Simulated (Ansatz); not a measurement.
The relaxed structure here is a generated cell of TiTe2: the first start was made by placing the elements on the sites of a structure type, and the end was not matched to a known phase here, so it may be hypothetical. Known forms of TiTe2 include space group No. 164.

One starting cell of TiTe2 (a generated cell, TiTe2 placed in the pyrite structure type) was relaxed twice with Ansatz (plane waves, PAW, scalar-relativistic): with r2SCAN at 500 eV and with PBE at 420 eV. The r2SCAN result:

```cif
data_Te8Ti4
_chemical_formula_sum 'Ti4 Te8'
_space_group_name_H-M_alt 'P 1'
_space_group_IT_number 1
_cell_length_a 6.84056
_cell_length_b 6.84056
_cell_length_c 6.84056
_cell_angle_alpha 90.000
_cell_angle_beta 90.000
_cell_angle_gamma 90.000
loop_
_space_group_symop_operation_xyz
  'x, y, z'
loop_
_atom_site_label
_atom_site_type_symbol
_atom_site_fract_x
_atom_site_fract_y
_atom_site_fract_z
_atom_site_occupancy
Ti1 Ti 0.00000 0.00000 0.00000 1
Ti2 Ti 0.50000 0.50000 0.00000 1
Ti3 Ti 0.00000 0.50000 0.50000 1
Ti4 Ti 0.50000 0.00000 0.50000 1
Te1 Te 0.36137 0.36137 0.36137 1
Te2 Te 0.86137 0.13863 0.63863 1
Te3 Te 0.63863 0.86137 0.13863 1
Te4 Te 0.13863 0.63863 0.86137 1
Te5 Te 0.63863 0.63863 0.63863 1
Te6 Te 0.13863 0.86137 0.36137 1
Te7 Te 0.36137 0.13863 0.86137 1
Te8 Te 0.86137 0.36137 0.13863 1
```

```csv
quantity,r2SCAN,PBE
space group,Pa-3,Pa-3
volume (Å³/atom),26.67,26.77
a (Å),6.841,6.849
"gap (eV, no spin-orbit coupling)",0.00,0.00
```

Both levels end in the same structure; PBE's volume is within 0.5 % of r2SCAN's. Neither column is exact.

No spin polarisation in the result. A magnetic state may lie lower.

The run could not lose the symmetry of its start: the end is stationary, and may be a saddle point rather than a minimum.

Ansatz is a quantum-chemistry and plane-wave program.
